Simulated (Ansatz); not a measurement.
The start is a relaxed HfN cell, doubled along one cell vector, shaken by Gaussian noise of σ = 0.08 Å a coordinate. The cell and all atomic positions are relaxed at zero pressure with r2SCAN (plane waves to 500 eV, PAW, scalar-relativistic; Ansatz, a first-principles code). The first steps use a coarse 9×5×9 k-mesh.

Initial structure:
```
CELL_PARAMETERS angstrom
      0.00000     2.26293     2.26293
      4.52586     0.00000     4.52586
      2.26293     2.26293     0.00000
ATOMIC_POSITIONS crystal
  Hf 0.41968 0.27411 0.50986
  Hf 0.51372 0.76274 0.48586
  N  0.03424 0.99727 0.94367
  N  0.05337 0.48531 0.97053
```

**Question.** How much energy is released per atom?

**Answer.** 0.21 eV/atom.

**Question.** How do the shortest distances between atoms change?

**Answer.** The closest pairs of elements (up to four, under 3.6 Å), start → end: Hf–N 2.01 → 2.26 Å; Hf–Hf 3.02 → 3.20 Å; N–N 3.12 → 3.20 Å.

Final structure:

Space group Fm-3m (No. 225); a = b = c = 4.526 Å, α = β = γ = 90.00°

| atom | site | symmetry | x | y | z |
|---|---|---|---|---|---|
| Hf | 4a | m-3m | 0.0000 | 0.0000 | 0.0000 |
| N | 4b | m-3m | 0.5000 | 0.5000 | 0.5000 |
(The calculation used a cell of 2 atoms; values per cell refer to that cell.)

Final values are on a 18×18×18 k-mesh of the relaxed cell. No spin polarisation in the result. The relaxed primitive cell holds an odd number of electrons. A magnetic state may lie lower.
